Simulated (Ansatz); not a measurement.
A geometry of Rh away from equilibrium: step 14 of the relaxation of a generated cell, Rh built in the AFLOW prototype A_tI4_139_e (as in Si). Method: r2SCAN (plane waves to 500 eV, PAW, scalar-relativistic; Ansatz, a quantum-chemistry and plane-wave program). Γ-centred k-mesh 15×15×15 on the run's cell (coarser than for final values), Fermi–Dirac smearing 0.05 eV.

```yaml
crystal:
  lattice:
    - [-1.36541, 1.36541, 4.05071]
    - [1.36541, -1.36541, 4.05071]
    - [1.36541, 1.36541, -4.05071]
  atoms:
    - { symbol: Rh, position: [0.85521, 0.85521, 0.00000] }
    - { symbol: Rh, position: [0.14479, 0.14479, 0.00000] }
```

### Question
Which atoms carry the largest force, and which way does it point?

### Answer
0.06 eV/Å, on Rh1, Rh2 (atoms numbered as listed); on Rh1 its components are (0.00, 0.00, -0.06).

### Question
What is the pressure?

### Answer
+3.6 GPa, compression positive.

### Question
How far above the relaxed end point is this geometry?

### Answer
0.02 eV/atom; the path ends in I4/mmm (No. 139).

No spin polarisation in the result.

The run could not lose the symmetry of its start: the end is stationary, and may be a saddle point rather than a minimum.

The end of the path is a generated cell of Rh: the first start was made by placing the elements on the sites of a structure type, and the end was not matched to a known phase here, so it may be hypothetical. Known forms of Rh include space group No. 225.
